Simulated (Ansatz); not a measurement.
Values for one crystal, relaxed and computed with LDA in the plane-wave PAW code Ansatz; other levels are named.

```yaml
volume_per_atom: 25.67 Å³
band_gap: 0.16 eV (indirect)
valence_band_maximum: at L
Bulk modulus (Birch–Murnaghan fit): 55.8 GPa
debye_temperature_from_the_elastic_constants: 168 K
hill_bulk_and_shear_moduli: 55.8 and 16.5 GPa
electron_effective_mass: 0.20, 0.20, 0.45 mₑ (principal values)
```

**Question.** Which of these materials gives this?
A) AgI, rock salt
B) KCl, rock salt
C) NaI, rock salt
D) Hf3N4, I-43d (Hf on 12a, N on 16c)

**Answer.** A, AgI, rock salt

Space group Fm-3m (rock salt). This is a known high-pressure phase of the composition, computed here at zero pressure and temperature. The LDA relaxation kept the symmetry of its start; phonons on a q-mesh show weakly imaginary modes. No spin polarisation was allowed. Spin–orbit coupling is left out wherever it is not named.

Potentials: the later of the program's two PAW sets.
